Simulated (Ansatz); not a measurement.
Si$_{2}$Mo$_{3}$:
```yaml
crystal:
  lattice:
    - [6.57406, 0.00000, 0.00000]
    - [0.00000, 6.57406, 0.00000]
    - [0.00000, 0.00000, 3.25405]
  atoms:
    - { symbol: Si, position: [0.13342, 0.63342, 0.00000] }
    - { symbol: Si, position: [0.86658, 0.36658, 0.00000] }
    - { symbol: Si, position: [0.36658, 0.13342, 0.00000] }
    - { symbol: Si, position: [0.63342, 0.86658, 0.00000] }
    - { symbol: Mo, position: [0.50000, 0.50000, 0.00000] }
    - { symbol: Mo, position: [0.00000, 0.00000, 0.00000] }
    - { symbol: Mo, position: [0.66237, 0.16237, 0.50000] }
    - { symbol: Mo, position: [0.33763, 0.83763, 0.50000] }
    - { symbol: Mo, position: [0.83763, 0.66237, 0.50000] }
    - { symbol: Mo, position: [0.16237, 0.33763, 0.50000] }
```

Relaxed with PBEsol. Special points in fractions of this cell's reciprocal vectors: Γ (0.000, 0.000, 0.000); X (0.000, 0.500, 0.000); M (0.500, 0.500, 0.000); Z (0.000, 0.000, 0.500); R (0.000, 0.500, 0.500); A (0.500, 0.500, 0.500).

List the band energies nearest the Fermi level at these points for plane-wave PAW PBEsol with spin–orbit coupling (Ansatz code).

In eV from the Fermi level; about four levels below and three above (degenerate sets whole), none deeper than 8.9 eV; points with the same levels are listed once.

```
k                    below                above
-  -----------------------  -------------------
Γ    -0.43 -0.43 0.00 0.00  0.05 0.05 0.19 0.19
X  -0.55 -0.55 -0.55 -0.55  0.42 0.42 0.42 0.42
M  -0.26 -0.26 -0.26 -0.26  0.02 0.02 0.02 0.02
Z  -1.41 -1.41 -0.83 -0.83  1.53 1.53 1.61 1.61
R  -0.02 -0.02 -0.02 -0.02  0.55 0.55 0.55 0.55
A  -0.32 -0.32 -0.32 -0.32  0.74 0.74 0.74 0.74
```

Space group P4/mbm. The first step of the workflow began from a Materials Project structure, measured or hypothetical; the Crystallography Open Database copy checked does not list it. Whether it is the stable phase at ambient conditions was not checked. The PBEsol relaxation kept the symmetry of its start; whether a distortion lowers the energy is not shown. The run is not spin-polarised.

Potentials: the later of the program's two PAW sets.
